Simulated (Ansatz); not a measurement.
CaPd₅ under pressure: fit and missing row

CaPd₅, P6/mmm, a = 5.299 Å, c = 4.417 Å. The structure is a COD entry; whether it is the stable form wasn't checked. Ansatz: r2SCAN, PAW, 500 eV, Γ-centred 12×12×8 mesh on 6 atoms, Gaussian smearing 0.10 eV; no spin polarisation. Cell and atoms are relaxed at each pressure, and no other structure is tried, so the rows at high pressure may lie past a change of phase.

| V (Å³/atom) | P (GPa) |
| --- | --- |
| 16.578 | 11.96 |
| 17.384 | 4.03 |
| 17.764 | 1.00 |
| 17.901 | -0.01 |
| ? | -1.00 |

Q: Take V0 = 17.901 Å³/atom, count pressures from its P0 = -0.01 GPa, fit the third-order Birch–Murnaghan form to the other rows, and predict the missing volume.

A: With the Eulerian strain f = ½[(V0/V)^(2/3) − 1] and y = (P − P0)/[3f(1 + 2f)^(5/2)], the form is the line y = B0 + 1.5 B0 (B0′ − 4) f. Rows (f, y): 0.02626, 133.7; 0.00986, 130.1; 0.00257, 129.3. Means f = 0.01290, y = 131.03; Σ(Δf)² = 0.0002944, ΣΔfΔy = 0.05637; the slope is their ratio. y = 128.6 + 191.4 f GPa, so B0 = 128.6 GPa and B0′ = 4 + 2 × (191.4)/(3 × 128.6) = 4.99. P = -1.00 GPa is met at f = -0.00261 (y = 128.10), so V = V0 (1 + 2f)^(−3/2) = 18.042 Å³/atom. The run gave 18.044 Å³/atom, so the fit is 0.002 Å³/atom too low, within twice the rms miss on the fitted rows (0.001 Å³/atom).